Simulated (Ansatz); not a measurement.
Data:

Co2Si:
```yaml
crystal:
  lattice:
    - [4.80677, 0.00000, 0.00000]
    - [0.00000, 3.67132, 0.00000]
    - [0.00000, 0.00000, 6.96993]
  atoms:
    - { symbol: Si, position: [0.30041, 0.75000, 0.60500] }
    - { symbol: Si, position: [0.69959, 0.25000, 0.39500] }
    - { symbol: Si, position: [0.19959, 0.25000, 0.10500] }
    - { symbol: Si, position: [0.80041, 0.75000, 0.89500] }
    - { symbol: Co, position: [0.96208, 0.75000, 0.21893] }
    - { symbol: Co, position: [0.03792, 0.25000, 0.78107] }
    - { symbol: Co, position: [0.53792, 0.25000, 0.71893] }
    - { symbol: Co, position: [0.46208, 0.75000, 0.28107] }
    - { symbol: Co, position: [0.82671, 0.75000, 0.56504] }
    - { symbol: Co, position: [0.17329, 0.25000, 0.43496] }
    - { symbol: Co, position: [0.67329, 0.25000, 0.06504] }
    - { symbol: Co, position: [0.32671, 0.75000, 0.93496] }
```
The run is spin-polarised; directions of the spins, atom by atom: 0 0 0 0 ↑ ↑ ↑ ↑ 0 0 0 0.

This is the PBEsol-relaxed structure.

All from plane-wave PAW PBEsol (Ansatz code), unless another level is named. Estimate the electronic character.

metallic (no gap).

Next, the density of states at the Fermi level?

0.85 states/eV per atom (mean over ±0.08 eV).

Next, the formation energy from the elements (no fitted shifts)?

-0.54 eV/atom.

Space group Pnma. The PBEsol relaxation kept the symmetry of its start. Magnetic state: ferromagnetic, the only order run, not a proven ground state. The references are the lowest solids computed at this level, not always the standard phases.

Potentials: the later of the program's two PAW sets.
